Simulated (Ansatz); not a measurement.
La (diamond, Fd-3m) at seven volumes, DFT-PBE in the program Ansatz with PAW potentials, scaled uniformly. One row is withheld.

| V (Å³/atom) | P (GPa) |
|---|---|
| 33.871 | ? |
| 34.988 | 3.30 |
| 36.105 | 1.48 |
| 37.221 | 0.00 |
| 38.338 | -1.19 |
| 39.455 | -2.14 |
| 40.571 | -2.89 |

**Question.** Fit the shown pressures and predict the withheld one.

**Answer.** P = (3/2)B₀(x^(7/2) − x^(5/2))[1 + (3/4)(B′ − 4)(x − 1)] with x = (V₀/V)^(2/3). Least squares on the six rows gives V₀ = 37.221 Å³/atom, B₀ = 44.0 GPa, B′ = 6.25. At V = 33.871, x = 1.0649 and P = 5.56 GPa. The run itself gave 5.51 GPa.

The start of the workflow was typed in or built on a structure type; neither database checked (COD, Materials Project) lists it. It is not the phase usual at ambient conditions (space group No. 194). The PBE relaxation kept the symmetry of its start; whether a distortion lowers the energy is not shown. The volume moved by -37 % from the start of the relaxation. Spin–orbit coupling is left out wherever it is not named.

Potentials: the earlier of the program's two PAW sets.
